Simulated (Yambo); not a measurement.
Sr3SbN (anti-perovskite, space group Pm-3m, No. 221), G0W0@PBEsol in Yambo with this input:

```
rim_cut
gw0
dyson
el_el_corr
HF_and_locXC
ppa
em1d
RandQpts= 1000000
RandGvec= 1 Ry
EXXRLvcs= 84 Ry
VXCRLvcs= 336 Ry
Chimod= "HARTREE"
% BndsRnXp
 1 | 406 |
%
NGsBlkXp= 7 Ry
% LongDrXp
 1.0 | 1.0 | 1.0 |
%
PPAPntXp= 27.2114 eV
% GbndRnge
 1 | 406 |
%
GTermKind= "BG"
DysSolver= "n"
ExtendOut
```

On a 2×2×2 mesh, with wavefunctions cut at 84 Ry, the gap (Γ → Γ) is 0.597 eV and the valence edge shifts by -0.263 eV.

What happens with this change: 6 Ry block?

The gap falls by 0.031 eV, to 0.566 eV; the shift of the valence edge becomes -0.234 eV. Neither run is shown to be the converged limit.

The standard potential for Sb keeps a d shell in the valence without the s and p states of that shell. In tests on such compounds this moved G0W0 gaps by up to about 0.9 eV, so absolute quasiparticle energies here are unreliable; differences between settings are what counts.

Spin-orbit coupling is included.

Geometry of the Materials Project entry, not relaxed at this level; primitive cell a = 5.1950 Å, b = 5.1950 Å, c = 5.1950 Å, α = 90.00°, β = 90.00°, γ = 90.00°.

The structure is a Materials Project entry; no match was found in the copy of COD used, and its stability was not checked.

A shift is the quasiparticle energy of the state minus its PBEsol energy.
